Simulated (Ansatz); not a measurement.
Bi2Pt in space group P-3m1 (No. 164; Bi on 2d, Pt on 1a), DFT-PBEsol in the program Ansatz with PAW potentials, all energies at zero smearing, with the estimated change up to a 700 eV cutoff added, with one set of potentials and settings (totals compare only within such a set). Cell of 3 atoms (2 Bi, 1 Pt): -36868.435 eV.

| element | reference phase | E (eV/atom) |
|---|---|---|
| Bi | R-3m, 2 atoms in the cell | -12242.0039 |
| Pt | Fm-3m, 1 atoms in the cell | -12383.8180 |

Formation energy per atom, worked out: (-36868.435 − 2×(-12242.0039) − 1×(-12383.8180))/3 = -0.203 eV/atom (-20 kJ per mol of atoms), at 0 K, without zero-point energy or fitted corrections.

The first step of the workflow began from a Materials Project structure, measured or hypothetical; the Crystallography Open Database copy checked does not list it. COD files the formula under space group No. 205. Its standing as an ambient phase is unchecked. The cell was relaxed with PBEsol under the symmetry of its start; whether a distortion lowers the energy is not shown. The run is not spin-polarised. The references are the lowest solids computed at this level, not always the standard phases. Scalar-relativistic: spin–orbit coupling is off unless named, which matters more the heavier the elements.

Potentials: the later of the program's two PAW sets.
